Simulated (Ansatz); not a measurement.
A geometry of SnO away from equilibrium: the start of the relaxation of a generated cell, SnO placed in the alpha-GeTe structure type. Computed with PBE (plane waves to 420 eV, PAW, scalar-relativistic; Ansatz, a quantum-chemistry and plane-wave program). Γ-centred k-mesh 8×8×8 on the run's cell (coarser than for final values), Fermi–Dirac smearing 0.05 eV.

```xyz
2
Lattice="1.6595 0.9581 2.8402 -1.6595 0.9581 2.8402 0.0000 -1.9162 2.8402" Properties=species:S:1:pos:R:3:forces:R:3 pbc="T T T" free_energy=-6590.368 pressure_GPa=32.8
Sn     0.0000     0.0000     2.0245    0.0000    0.0000    0.1155
O      0.0000     0.0000     6.4961    0.0000    0.0000   -0.1155
```

Positions in Å, forces in eV/Å, free energy of the cell in eV (comparable only within this code, potentials and settings). Largest force: 0.12 eV/Å, on Sn1, O2 (atoms numbered as listed); the geometry lies 0.40 eV/atom above the end of its relaxation.

No spin polarisation in the result. No dispersion correction is included, so spacings between layers, chains or molecules are soft and tend to come out too large.

The run could not lose the symmetry of its start, so the end can be a saddle point.

The end of the path is a generated cell of SnO: the first start was made by placing the elements on the sites of a structure type, and the end was not matched to a known phase here, so it may be hypothetical. Known forms of SnO include space group No. 129.
